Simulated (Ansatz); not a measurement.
**Ga₄As₃P (P-4m2) at 2 levels of theory**

One geometry, relaxed with PBE; plane waves with PAW potentials in Ansatz, scalar-relativistic. No spin polarisation. Gaps are the least over mesh and band path; pressure is positive in compression.

```cif
data_structure
_symmetry_space_group_name_H-M 'P-4m2'
_symmetry_Int_Tables_number 115
_cell_length_a 4.0189
_cell_length_b 4.0189
_cell_length_c 11.3713
_cell_angle_alpha 90.000
_cell_angle_beta 90.000
_cell_angle_gamma 90.000
_cell_volume 183.66
loop_
_atom_site_label
_atom_site_type_symbol
_atom_site_symmetry_multiplicity
_atom_site_Wyckoff_symbol
_atom_site_fract_x
_atom_site_fract_y
_atom_site_fract_z
_atom_site_occupancy
Ga1 Ga 2 g 0.50000 0.00000 0.88185 1
Ga2 Ga 2 g 0.50000 0.00000 0.37260 1
P1 P 1 b 0.50000 0.50000 0.00000 1
As1 As 2 e 0.00000 0.00000 0.24543 1
As2 As 1 c 0.50000 0.50000 0.50000 1
```

| level | cutoff (eV) | k mesh | gap (eV) | pressure (GPa) |
| --- | --- | --- | --- | --- |
| PBE | 420 | 10×10×4 | 0.47 | 0.0 |

Question: What comes out on the same cell with LDA?

Answer:
```
level  cutoff (eV)   k mesh  gap (eV)  pressure (GPa)
  LDA          420  10×10×4      0.25            -4.8
```

The cell was found from a structure generator's guess, not taken from experiment.
